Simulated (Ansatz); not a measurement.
MoS2 — electric field gradients

The cell is a structure deposited in the COD, ions relaxed with PBE at fixed cell.

Space group P6_3/mmc (No. 194); a = 3.1400, c = 12.5300 Å, γ = 120.00°.

| site | Wyckoff | site symmetry | x | y | z |
| --- | --- | --- | --- | --- | --- |
| Mo | 2c | -6m2 | 0.3333 | 0.6667 | 0.2500 |
| S | 4f | 3m. | 0.3333 | 0.6667 | 0.6245 |

One atom of each set is listed.

All values are calculated (Ansatz; DFT, PBEsol, plane waves and PAW, scalar-relativistic, collinear spin, 420 eV cutoff, Γ-centred 16×16×4 k-points, Fermi–Dirac smearing 0.02 eV), not measured. Start moments as typed (μB): 2 on each Mo, none on the rest.

C_Q = eQV_zz/h, which is 24.18 MHz for Q = 1 b and V_zz = 10²¹ V/m²; η = (V_xx − V_yy)/V_zz. ν_Q = 3|C_Q|/[2I(2I − 1)].

97Mo: I = 5/2, Q = 255.0 mb; ³³S: I = 3/2, Q = -69.40 mb. Quadrupole moments are those of Pyykkö's year-2017 table.

```json
{"site": "Mo", "atoms": "2", "first shell": "6 S at 2.40 Å", "C_Q (MHz)": "-43.8", "η": "0.00", "ν_Q (MHz)": "6.57"}
{"site": "S", "atoms": "4", "first shell": "3 Mo at 2.40 Å", "C_Q (MHz)": "8.71", "η": "0.00", "ν_Q (MHz)": "4.36"}
```

An axis of threefold or higher order runs through Mo and S, so V_zz lies along it and η is zero.

The largest force is 0.3 eV/Å, so the atoms aren't at the calculated equilibrium and relaxing them would move these values. Without spin–orbit coupling (the program notes it for Mo) the gradients can shift somewhat, as the gap is small. The start moments die out, and the run ends without spin.

The run took 17 s of wall time (17 s of CPU time) and 0.8 GiB at its peak, on 1 thread of AMD EPYC 9R45 (Zen 5) (x86_64; 16 cores open to the job, memory cap 3.0 GiB, no GPU), a shared host with a load of 0.4 a core.
